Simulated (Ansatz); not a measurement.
This AlCu5 structure is the end of a relaxation. The cell was found from a structure generator's guess, not taken from experiment.

Theory: Ansatz 0.2.0, DFT PBE, scalar-relativistic, plane waves, PAW. Cutoff 420 eV, Γ-centred mesh, Gaussian smearing, no spin polarisation.

```
Al Cu
1.0
     3.01178    0.00000    0.00000
     0.00000    3.01178    0.00000
     0.00000    0.00000    8.20454
Al Cu
1 5
Direct
  0.00000 0.00000 0.50000
  0.00000 0.00000 0.83681
  0.50000 0.50000 0.67139
  0.50000 0.50000 0.32861
  0.00000 0.00000 0.16319
  0.50000 0.50000 0.00000
```

Formation energies are uncorrected and refer to the elements' standard structures at the same level.

(1) Find its symmetry and describe it.

(2) What is its formation energy per atom?

(3) Is it a metal?

## Answers

(1) P4/mmm (No. 123), with Al and Cu ordered on bcc sites. Conventional cell: a = 3.012 Å, c = 8.205 Å. Al has 8 Cu at 2.55 Å, 2 Cu at 2.76 Å and 4 Al at 3.01 Å; around Cu on a site of symmetry 4mm lie 8 Cu at 2.52–2.53 Å, 1 Cu at 2.68 Å, 1 Al at 2.76 Å and 4 Cu at 3.01 Å; Cu on a second site of symmetry 4mm is surrounded by 4 Cu at 2.53 Å, 4 Al at 2.55 Å, 2 Cu at 2.70–2.81 Å and 4 Cu at 3.01 Å; around Cu on a site of symmetry 4/mmm lie 8 Cu at 2.52 Å, 2 Cu at 2.70 Å and 4 Cu at 3.01 Å.

(2) −0.07 eV/atom.

(3) Yes, bands cross the Fermi level on the 12×12×6 mesh.

The last run used a 12×12×6 mesh (in the run's order of axes) for its 6-atom cell and Gaussian smearing of 0.10 eV. Symmetry constrained the relaxation, so the result can be a saddle point. Another cell of AlCu5 relaxed alike, in Pmmm, lies 14 meV/atom lower, so this cell isn't the stable form at this level.
